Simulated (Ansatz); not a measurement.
Here is the system:

Re (hcp, Mg type)

```yaml
crystal:
  lattice:
    - [2.77511, 0.00000, 0.00000]
    - [-1.38756, 2.40332, 0.00000]
    - [0.00000, 0.00000, 4.48300]
  atoms:
    - { symbol: Re, position: [0.33333, 0.66667, 0.75000] }
    - { symbol: Re, position: [0.66667, 0.33333, 0.25000] }
```

Scan: atom 2 (Re, nearest neighbour Re at 2.755 Å; its periodic images, 2.8 Å or more away, move with it) is displaced along Cartesian x, direction (1.000, 0.000, 0.000) in Cartesian axes, by s. The other atoms stay.

All values below come from PBE (plane waves to 420 eV, PAW, scalar-relativistic; Ansatz, a quantum-chemistry and plane-wave program). k mesh 15×15×9 (Γ-centred), Fermi-Dirac smearing 0.05 eV. Energies are smeared free energies. With partly filled bands, energies and forces of such displacements shift with the k mesh and the smearing. Re is run without spin polarisation. Re was relaxed with its symmetry unable to fall. Spin-orbit coupling is left out, though Re is heavy. The zero of ΔE is the undisplaced structure.

The scan covers s from -0.550 to 0.550 Å in 11 points.

Q: Is the energy the same for equal positive and negative displacements?

A: Even: the same for both signs. With its periodic images moving along, the atom's site symmetry in this cell is -6m2.

Q: What is the energy change at s = 0.550 Å?

A: 572 meV/cell.

Q: What force acts on the atom along the line at s = -0.550 Å?

A: 1.73 eV/Å.

Q: What is the force constant k = d²E/ds² of this move at s = 0?

A: 4.73 eV/Å².

Q: With two atoms in the cell this is the zone-centre optical mode. What wavenumber follows?

A: 118 cm⁻¹.

(For displaced atoms, the force is minus the slope of the energy, and its curvature is a force constant, which sets phonon frequencies.)
